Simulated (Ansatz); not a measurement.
Density of states of a Mg$_{3}$Ga$_{2}$Sn$_{2}$GeP$_{8}$ cell (elements on a zinc blende lattice, relaxed), per eV and atom, broadened by Gaussian smearing of width 0.1 eV and averaged over bins of 0.2 eV, from 8 eV under the Fermi level at most up to where the solved bands end.

Computed with DFT PBE, scalar-relativistic, plane waves, PAW in Ansatz 0.2.0.

Plane waves to 420 eV, a k mesh through Γ of 5×5×5 on the computed 16-atom cell and Gaussian smearing (0.10 eV); no spin polarisation.

```yaml
crystal:
  lattice:
    - [-5.72694, 5.71051, -0.00335]
    - [-5.72730, -0.00254, 5.79831]
    - [0.00215, 5.71030, 5.79772]
  atoms:
    - { symbol: Mg, position: [0.99388, 0.50620, 0.00641] }
    - { symbol: Mg, position: [0.00174, 0.99969, 0.50107] }
    - { symbol: Mg, position: [0.50731, 0.99457, 0.49481] }
    - { symbol: P, position: [0.87944, 0.88601, 0.36310] }
    - { symbol: P, position: [0.37497, 0.86227, 0.38697] }
    - { symbol: P, position: [0.86051, 0.37294, 0.37863] }
    - { symbol: P, position: [0.88526, 0.87825, 0.87438] }
    - { symbol: P, position: [0.38387, 0.37894, 0.36847] }
    - { symbol: P, position: [0.36700, 0.86776, 0.87918] }
    - { symbol: P, position: [0.86720, 0.36846, 0.88580] }
    - { symbol: P, position: [0.37811, 0.38547, 0.86868] }
    - { symbol: Ga, position: [0.98939, 0.99161, 0.00994] }
    - { symbol: Ga, position: [0.50701, 0.50887, 0.49138] }
    - { symbol: Ge, position: [0.49936, 0.49998, 0.00045] }
    - { symbol: Sn, position: [0.50853, 0.99012, 0.01034] }
    - { symbol: Sn, position: [0.98840, 0.50968, 0.49090] }
```

| E − E_F (eV) | total | P 3p | Sn 5p | P 3s | Ga 4p |
| --- | --- | --- | --- | --- | --- |
| -7.85 | 0.011 | 0.003 | 0.001 | 0.002 | 0.001 |
| -7.65 | 0.101 | 0.027 | 0.006 | 0.023 | 0.005 |
| -7.45 | 0.287 | 0.075 | 0.014 | 0.070 | 0.014 |
| -7.25 | 0.189 | 0.050 | 0.009 | 0.047 | 0.009 |
| -7.05 | 0.078 | 0.025 | 0.002 | 0.012 | 0.002 |
| -6.85 | 0.149 | 0.054 | 0.001 | 0.013 | 0.003 |
| -6.65 | 0.247 | 0.088 | 0.002 | 0.030 | 0.008 |
| -6.45 | 0.269 | 0.093 | 0.003 | 0.041 | 0.010 |
| -6.25 | 0.277 | 0.092 | 0.004 | 0.052 | 0.013 |
| -6.05 | 0.201 | 0.070 | 0.006 | 0.038 | 0.009 |
| -5.85 | 0.130 | 0.051 | 0.007 | 0.021 | 0.004 |
| -5.65 | 0.124 | 0.053 | 0.009 | 0.016 | 0.002 |
| -5.45 | 0.215 | 0.094 | 0.014 | 0.026 | 0.003 |
| -5.25 | 0.180 | 0.078 | 0.010 | 0.022 | 0.002 |
| -5.05 | 0.224 | 0.100 | 0.007 | 0.031 | 0.003 |
| -4.85 | 0.308 | 0.140 | 0.008 | 0.043 | 0.004 |
| -4.65 | 0.104 | 0.048 | 0.002 | 0.015 | 0.001 |
| -4.45 | 0.067 | 0.035 | 0.003 | 0.006 | 0.002 |
| -4.25 | 0.062 | 0.037 | 0.004 | 0.003 | 0.003 |
| -4.05 | 0.291 | 0.170 | 0.030 | 0.014 | 0.016 |
| -3.85 | 0.379 | 0.221 | 0.042 | 0.020 | 0.026 |
| -3.65 | 0.572 | 0.344 | 0.070 | 0.021 | 0.041 |
| -3.45 | 0.584 | 0.365 | 0.069 | 0.018 | 0.042 |
| -3.25 | 0.680 | 0.432 | 0.073 | 0.020 | 0.054 |
| -3.05 | 0.777 | 0.494 | 0.082 | 0.020 | 0.070 |
| -2.85 | 0.627 | 0.406 | 0.069 | 0.016 | 0.051 |
| -2.65 | 0.635 | 0.426 | 0.065 | 0.017 | 0.042 |
| -2.45 | 0.682 | 0.474 | 0.082 | 0.018 | 0.043 |
| -2.25 | 0.745 | 0.536 | 0.071 | 0.019 | 0.055 |
| -2.05 | 0.891 | 0.644 | 0.081 | 0.021 | 0.083 |
| -1.85 | 0.688 | 0.506 | 0.061 | 0.018 | 0.060 |
| -1.65 | 0.596 | 0.457 | 0.041 | 0.017 | 0.047 |
| -1.45 | 0.530 | 0.426 | 0.029 | 0.014 | 0.031 |
| -1.25 | 0.616 | 0.535 | 0.015 | 0.012 | 0.021 |
| -1.05 | 0.768 | 0.686 | 0.015 | 0.011 | 0.018 |
| -0.85 | 0.594 | 0.533 | 0.012 | 0.009 | 0.012 |
| -0.65 | 0.391 | 0.356 | 0.007 | 0.005 | 0.006 |
| -0.45 | 0.371 | 0.346 | 0.004 | 0.003 | 0.003 |
| -0.25 | 0.286 | 0.268 | 0.003 | 0.002 | 0.002 |
| -0.05 | 0.079 | 0.075 | 0.001 | 0.000 | 0.000 |
| 0.15 | 0.011 | 0.005 | 0.001 | 0.001 | 0.001 |
| 0.35 | 0.040 | 0.016 | 0.002 | 0.006 | 0.002 |
| 0.55 | 0.058 | 0.022 | 0.004 | 0.008 | 0.003 |
| 0.75 | 0.082 | 0.034 | 0.005 | 0.010 | 0.004 |
| 0.95 | 0.227 | 0.091 | 0.017 | 0.026 | 0.012 |
| 1.15 | 0.170 | 0.069 | 0.014 | 0.018 | 0.010 |

The columns after the total are the largest Löwdin projections on the valence shells of the potentials, so they needn't add up, and the weight of a shell that a potential lacks goes to other orbitals. The cell has no gap on the mesh.

Cost: 2 runs of about 8.7 core-minutes in all (earlier runs that led there not counted), on Arm Neoverse V2 (shared hosts).